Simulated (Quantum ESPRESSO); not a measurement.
Mg4Se3O, input and log of a self-consistent run

Simulated, not a measurement. The program is pw.x of Quantum ESPRESSO 7.5 (plane-wave density functional theory). The cell is made up: 8 atoms on a zincblende/diamond lattice, with randomly drawn elements, strain and displacements, not relaxed. PseudoDojo standard norm-conserving files (v0.5 for PBE, v0.4.1 for LDA and PBEsol) set the functional; there is no spin polarisation, spin-orbit coupling or dispersion term, and the masses in the input are unused placeholders.

Input:

```
&control calculation='scf', pseudo_dir='./dojo.nc.sr.pbe.v0_5.standard.upf', outdir='./o', disk_io='medium', tprnfor=.true., tstress=.true. /
&system ibrav=0, nat=8, ntyp=3, nbnd=53, ecutwfc=107.82251126, nosym=.true., tot_charge=0,
 occupations='smearing', smearing='fd', degauss=0.0018374661
/
&electrons conv_thr=7.350e-09, electron_maxstep=60, /
ATOMIC_SPECIES
Mg 1.0 Mg.upf
O 1.0 O.upf
Se 1.0 Se.upf
CELL_PARAMETERS angstrom
5.7298 -0.0076 0.0244
-0.0076 5.6972 -0.0273
0.0244 -0.0273 5.5627
ATOMIC_POSITIONS angstrom
Mg -0.085 -0.0222 -0.0017
Mg 0.0209 2.8991 2.8168
Mg 2.8744 0.0244 2.7913
Mg 2.777 2.7751 0.1316
Se 1.3897 1.4109 1.3651
O 1.2998 4.2249 4.2487
Se 4.2179 1.3303 4.2114
Se 4.357 4.3082 1.4533
K_POINTS automatic
6 6 6 1 1 1
```

The log is shortened where brackets say so; the opening notice, blank lines, dates and the lines on written files are dropped, and the path of the files is cut. It prints rydbergs, bohrs and kilobars, and counts compression as positive stress. With no partly filled state, the Fermi energy that it prints is only some level between the filled and the empty states on the mesh, and need not lie in the true gap.

```
     Program PWSCF v.7.5
     Parallel version (MPI & OpenMP), running on       1 processor cores
     Number of MPI processes:                 1
     Threads/MPI process:                     1
     [start-up lines left out]
     bravais-lattice index     =            0
     lattice parameter (alat)  =      10.8279  a.u.
     unit-cell volume          =    1225.3611 (a.u.)^3
     number of atoms/cell      =            8
     number of atomic types    =            3
     number of electrons       =        94.00
     number of Kohn-Sham states=           53
     kinetic-energy cutoff     =     107.8225  Ry
     charge density cutoff     =     431.2900  Ry
     scf convergence threshold =      7.3E-09
     mixing beta               =       0.7000
     number of iterations used =            8  plain     mixing
     Exchange-correlation= PBE
                           (   1   4   3   4   0   0   0)
     [axes and pseudopotential details left out]
   Cartesian axes
     site n.     atom                  positions (alat units)
         1        Mg     tau(   1) = (  -0.0148346  -0.0038744  -0.0002967  )
         2        Mg     tau(   2) = (   0.0036476   0.5059638   0.4916004  )
         3        Mg     tau(   3) = (   0.5016530   0.0042584   0.4871500  )
         4        Mg     tau(   4) = (   0.4846543   0.4843227   0.0229674  )
         5        Se     tau(   5) = (   0.2425366   0.2462365   0.2382433  )
         6        O      tau(   6) = (   0.2268468   0.7373482   0.7415019  )
         7        Se     tau(   7) = (   0.7361266   0.2321698   0.7349922  )
         8        Se     tau(   8) = (   0.7604029   0.7518861   0.2536363  )
     number of k points=   108  Fermi-Dirac smearing, width (Ry)=  0.0018
     Number of k-points >= 100: set verbosity='high' to print them.
     Dense  grid:   185383 G-vectors     FFT dimensions: (  72,  72,  72)
     Estimated max dynamical RAM per process >     248.29 MB
     Initial potential from superposition of free atoms
     starting charge      93.9966, renormalised to      94.0000
     Starting wfcs are   51 randomized atomic wfcs +    2 random wfcs
     total cpu time spent up to now is       40.7 secs
     per-process dynamical memory:   143.3 Mb
     Self-consistent Calculation
     iteration #  1     ecut=   107.82 Ry     beta= 0.70
     Davidson diagonalization with overlap
     ethr =  1.00E-02,  avg # of iterations =  6.3
     total cpu time spent up to now is      170.4 secs
     total energy              =   -1235.67386025 Ry
     estimated scf accuracy    <       1.11448603 Ry
     iteration #  2     ecut=   107.82 Ry     beta= 0.70
     Davidson diagonalization with overlap
     ethr =  1.19E-03,  avg # of iterations =  6.4
     total cpu time spent up to now is      307.8 secs
     total energy              =   -1234.91324008 Ry
     estimated scf accuracy    <       6.75464874 Ry
     iteration #  3     ecut=   107.82 Ry     beta= 0.70
     Davidson diagonalization with overlap
     ethr =  1.19E-03,  avg # of iterations =  4.4
     total cpu time spent up to now is      472.7 secs
     total energy              =   -1236.19635730 Ry
     estimated scf accuracy    <       0.26904961 Ry
     iteration #  4     ecut=   107.82 Ry     beta= 0.70
     Davidson diagonalization with overlap
     ethr =  2.86E-04,  avg # of iterations =  2.0
     total cpu time spent up to now is      585.8 secs
     total energy              =   -1236.19112004 Ry
     estimated scf accuracy    <       0.06652069 Ry
     iteration #  5     ecut=   107.82 Ry     beta= 0.70
     Davidson diagonalization with overlap
     ethr =  7.08E-05,  avg # of iterations =  3.7
     total cpu time spent up to now is      702.7 secs
     total energy              =   -1236.19866208 Ry
     estimated scf accuracy    <       0.00183823 Ry
     iteration #  6     ecut=   107.82 Ry     beta= 0.70
     Davidson diagonalization with overlap
     ethr =  1.96E-06,  avg # of iterations =  8.7
     total cpu time spent up to now is      868.2 secs
     total energy              =   -1236.19917403 Ry
     estimated scf accuracy    <       0.00042279 Ry
     iteration #  7     ecut=   107.82 Ry     beta= 0.70
     Davidson diagonalization with overlap
     ethr =  4.50E-07,  avg # of iterations =  2.0
     total cpu time spent up to now is      986.7 secs
     total energy              =   -1236.19923143 Ry
     estimated scf accuracy    <       0.00002158 Ry
     iteration #  8     ecut=   107.82 Ry     beta= 0.70
     Davidson diagonalization with overlap
     ethr =  2.30E-08,  avg # of iterations =  3.3
     total cpu time spent up to now is     1131.2 secs
     total energy              =   -1236.19923693 Ry
     estimated scf accuracy    <       0.00000096 Ry
     iteration #  9     ecut=   107.82 Ry     beta= 0.70
     Davidson diagonalization with overlap
     ethr =  1.02E-09,  avg # of iterations =  3.0
     total cpu time spent up to now is     1255.5 secs
     total energy              =   -1236.19923698 Ry
     estimated scf accuracy    <       0.00000033 Ry
     iteration # 10     ecut=   107.82 Ry     beta= 0.70
     Davidson diagonalization with overlap
     ethr =  3.49E-10,  avg # of iterations =  2.8
     total cpu time spent up to now is     1380.4 secs
     total energy              =   -1236.19923703 Ry
     estimated scf accuracy    <          7.7E-09 Ry
     iteration # 11     ecut=   107.82 Ry     beta= 0.70
     Davidson diagonalization with overlap
     ethr =  8.18E-12,  avg # of iterations =  4.0
     total cpu time spent up to now is     1521.8 secs
     End of self-consistent calculation
     Number of k-points >= 100: set verbosity='high' to print the bands.
     the Fermi energy is     6.5904 ev
!    total energy              =   -1236.19923704 Ry
     estimated scf accuracy    <          1.2E-09 Ry
     smearing contrib. (-TS)   =      -0.00000000 Ry
     internal energy E=F+TS    =   -1236.19923704 Ry
     The total energy is F=E-TS. E is the sum of the following terms:
     one-electron contribution =    -879.22691389 Ry
     hartree contribution      =     439.16559875 Ry
     xc contribution           =    -217.43630131 Ry
     ewald contribution        =    -578.70162058 Ry
     convergence has been achieved in  11 iterations
     Forces acting on atoms (cartesian axes, Ry/au):
     atom    1 type  1   force =     0.07380539   -0.04764327   -0.06748091
     atom    2 type  1   force =     0.04949311    0.03555842    0.07618107
     atom    3 type  1   force =    -0.06993920   -0.05741408    0.02934514
     atom    4 type  1   force =    -0.00244536    0.08654651   -0.07113529
     atom    5 type  3   force =    -0.02989112   -0.02775146    0.03595131
     atom    6 type  2   force =    -0.00659713   -0.00233835   -0.00750510
     atom    7 type  3   force =     0.02094950    0.04292965    0.00729698
     atom    8 type  3   force =    -0.03537519   -0.02988741   -0.00265320
     Total force =     0.225703     Total SCF correction =     0.000167
     Computing stress (Cartesian axis) and pressure
          total   stress  (Ry/bohr**3)                   (kbar)     P=       37.27
   0.00024520   0.00007945  -0.00004691           36.07       11.69       -6.90
   0.00007945   0.00024367  -0.00008991           11.69       35.84      -13.23
  -0.00004691  -0.00008991   0.00027128           -6.90      -13.23       39.91
     init_run     :     34.08s CPU     40.66s WALL (       1 calls)
     electrons    :   1327.97s CPU   1481.15s WALL (       1 calls)
     forces       :     14.51s CPU     14.78s WALL (       1 calls)
     stress       :     69.34s CPU     72.95s WALL (       1 calls)
     [timing details left out]
     PWSCF        :  24m 6.40s CPU  26m53.55s WALL
     JOB DONE.
```

In other units: free energy -16819.347 eV for the cell, pressure 3.73 GPa, largest force component 2.225 eV/Å. This run is the check on a run of the same cell at 1170 eV and a 4 x 4 x 4 mesh: rerunning at 1467 eV and a 6 x 6 x 6 mesh moved values by no more than 0.004 eV in energy, 0.02 GPa in stress and 0.005 eV/Å in force.